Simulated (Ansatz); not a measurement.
Consider the following.

NbB$_{2}$:
```xyz
3
Lattice="3.0937 0.0000 0.0000 -1.5469 2.6792 0.0000 0.0000 0.0000 3.2932" Properties=species:S:1:pos:R:3 pbc="T T T"
Nb     0.0000     0.0000     0.0000
B      0.0000     1.7862     1.6466
B      1.5469     0.8931     1.6466
```

This is the PBEsol-relaxed structure.

Task: All from the program Ansatz at the PBEsol level (PAW), unless another level is named. Estimate the highest zone-centre frequency.

Result: 807 cm⁻¹.

Task: Predict the bulk modulus (Birch–Murnaghan fit).

Result: 301 GPa.

Space group P6/mmm. The first step of the workflow began from a Materials Project structure, measured or hypothetical; the Crystallography Open Database files this formula in space group No. 191, but the cells were not matched. Its standing as an ambient phase is unchecked. The PBEsol relaxation kept the symmetry of its start; of distortions, only those at the zone centre were tested. No spin polarisation was allowed. As this level gives no gap, phonon frequencies hold no LO–TO term and depend on the k-mesh and smearing (Fermi–Dirac, 0.1 eV here).

Potentials: the later of the program's two PAW sets.
